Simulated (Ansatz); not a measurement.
ScAg$_{3}$:
```
CELL_PARAMETERS angstrom
      4.20392     0.00000     0.00000
      0.00000     4.20392     0.00000
      0.00000     0.00000     4.20392
ATOMIC_POSITIONS crystal
  Ag 0.00000 0.50000 0.50000
  Ag 0.50000 0.50000 0.00000
  Ag 0.50000 0.00000 0.50000
  Sc 0.00000 0.00000 0.00000
```

Relaxed with r²SCAN. Special points in fractions of this cell's reciprocal vectors: Γ (0.000, 0.000, 0.000); X (0.000, 0.500, 0.000); M (0.500, 0.500, 0.000); R (0.500, 0.500, 0.500).

### Question
List the band energies nearest the Fermi level at these points for DFT-r²SCAN with spin–orbit coupling in the program Ansatz with PAW potentials.

### Answer
In eV from the Fermi level; about four levels below and three above (degenerate sets whole), none deeper than 8.9 eV; … stands for higher levels left out; points with the same levels are listed once.

| k | below | above |
|---|---|---|
| Γ | -3.48 -3.48 -3.48 -3.48 | 0.79 0.79 0.79 0.79 |
| X | -4.09 -4.09 -3.55 -3.55 | 0.34 0.34 0.38 0.38 |
| M | -1.17 -1.17 -1.12 -1.12 | 0.78 0.78 0.79 0.79 |
| R | -0.02 -0.02 -0.02 -0.02 | … |

Space group Pm-3m (Cu3Au type). The start of the workflow was typed in or built on a structure type; neither database checked (COD, Materials Project) lists it. Its standing as an ambient phase is unchecked. Symmetry was held in the r²SCAN relaxation; whether a distortion lowers the energy is not shown. The run is not spin-polarised.

Potentials: the later of the program's two PAW sets.
